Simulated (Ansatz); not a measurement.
These are results of DFT PBE, scalar-relativistic, plane waves, PAW in Ansatz 0.2.0, not measurements. All cells share a 420 eV cutoff and Γ-centred k meshes spaced at most about 0.3 Å⁻¹ (about 0.25 or finer for metals, 2π included). Collinear spin in cells that started with moments and kept them past the coarse steps, no spin elsewhere.

These are static total energies at zero pressure.

Compare these two cells of Cr₃N, each relaxed at this level.

A. (site moments Cr -1.3, 1.1 (×2); N -0.1 μB)

```
Cr N
1.0
     0.00000    2.74582    2.74582
     2.74582    0.00000    2.74582
     2.74582    2.74582    0.00000
Cr N
3 1
Direct
  0.50000 0.50000 0.50000
  0.25000 0.25000 0.25000
  0.75000 0.75000 0.75000
  0.00000 0.00000 0.00000
```

B. (no spin)

```
Cr N
1.0
     4.28174    0.00000    0.00000
     0.00000    4.28174    0.00000
     0.00000    0.00000    4.28174
Cr N
6 2
Direct
  0.25000 0.00000 0.50000
  0.50000 0.75000 0.00000
  0.75000 0.00000 0.50000
  0.50000 0.25000 0.00000
  0.00000 0.50000 0.75000
  0.00000 0.50000 0.25000
  0.00000 0.00000 0.00000
  0.50000 0.50000 0.50000
```

Question: Which form is favoured at zero pressure, and by what margin per atom?

Answer: B is lower, by 271 meV/atom. A has the BiF3 (D0_3) type, space group Fm-3m (No. 225), 10.4 Å³/atom and no gap on its mesh; B has the A15 type, space group Pm-3n (No. 223), 9.8 Å³/atom and no gap. Counting Cr atoms around N (those within 1.25 times the shortest such distance or 1.15 times the sum of covalent radii, 1.27 where that leaves under three; a plus sign parts nearer from farther groups), A has N 8+6 and B has N 12. Their magnetic states differ too. The denser one is the lower, and pressure would at first widen the difference. Even the lower one lies +0.68 eV/atom against the reference forms of the elements (uncorrected), so neither is stable at this level. In A, Cr on a site of symmetry m-3m has 8 Cr at 2.38 Å and 6 N at 2.75 Å; Cr on a site of symmetry -43m has 4 Cr at 2.38 Å, 4 N at 2.38 Å and 6 Cr at 2.75 Å; N is surrounded by 8 Cr at 2.38 Å and 6 Cr at 2.75 Å. In B, around Cr lie 2 Cr at 2.14 Å, 4 N at 2.39 Å and 8 Cr at 2.62 Å; N is surrounded by 12 Cr at 2.39 Å. Both come from invented guesses.

The magnetic state reached may not be the lowest. Trial moments died out on the coarse mesh in Pm-3n; another magnetic start might hold. Cells relaxed within their symmetry can be saddle points. Some candidate types were left out of the draw beforehand, so a known form may be missing.
